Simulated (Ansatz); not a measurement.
# Step by step: BiMo, relaxation of cell and atoms

Level of theory: Ansatz 0.2.0, DFT, PBE, PAW with Ansatz's default frozen-core files, scalar-relativistic.

Command: `ansatz run input.yaml --threads 1 --pin off --max-ram 2048MiB --backend cpu --events-out ev --progress --plain --runs-dir out` The run took about 8.7 s on 1 thread of a shared machine.

```yaml
crystal:
  lattice:
    - [0.0, 2.9191859941, 2.9191859941]
    - [2.9191859941, 0.0, 2.9191859941]
    - [2.9191859941, 2.9191859941, 0.0]
  atoms:
    - { symbol: Mo, position: [0.0, 0.0, 0.0] }
    - { symbol: Bi, position: [0.5, 0.5, 0.5] }
kpoints:
  mp_grid: { grid: [12, 12, 12] }
scf:
  occupations: { method: fermi_dirac, width: 0.05 }
hamiltonian:
  xc: pbe
  pseudopotentials: { kind: paw }
output:
  forces: true
  stress: true
relax:
  f_tol: 0.005
  max_steps: 80
  cell: {}
```

Spin polarisation is left out, and whether a magnetic state lies lower isn't shown here.

No spin–orbit coupling, which matters for the heavy atoms here.

The cell is built from the rocksalt type as a first guess.

The cutoff is 420 eV; energies and pressures of the walk include the program's estimate of the Pulay term.

Each frame lists the cell vectors (Å), then Cartesian positions (Å); symmetry keeps all forces zero. Free energies count from the first step, -17350.0083 eV.

The walk took 6 evaluations in all; steps that aren't listed are left out.

Step 1: E = 0.0 meV, P = -6.75 GPa

```
cell 0.0000 2.9192 2.9192 2.9192 0.0000 2.9192 2.9192 2.9192 0.0000
Mo    0.0000    0.0000    0.0000
Bi    2.9192    2.9192    2.9192
```

Step 2:

```
cell 0.0000 2.7769 2.7769 2.7769 0.0000 2.7769 2.7769 2.7769 0.0000
Mo    0.0000    0.0000    0.0000
Bi    2.7769    2.7769    2.7769
```

Step 3: E = -83.6 meV, P = -1.09 GPa

```
cell 0.0000 2.8546 2.8546 2.8546 0.0000 2.8546 2.8546 2.8546 0.0000
Mo    0.0000    0.0000    0.0000
Bi    2.8546    2.8546    2.8546
```

Give the energy, pressure of step 2.

E = -2.5 meV, P = 8.98 GPa
```
Mo    0.0000    0.0000    0.0000
Bi    2.7769    2.7769    2.7769
```

How does the relaxation end?

It converges, with a = 5.689 Å, b = 5.689 Å, c = 5.689 Å, α = 90.00°, β = 90.00°, γ = 90.00° (conventional cell, space group Fm-3m). The last solve (on a basis chosen afresh for the final cell, so its energy is not quite comparable) gives E = -84.6 meV, P = 0.00 GPa:
```
cell 0.0000 2.8445 2.8445 2.8445 0.0000 2.8445 2.8445 2.8445 0.0000
Mo    0.0000    0.0000    0.0000
Bi    2.8445    2.8445    2.8445
```
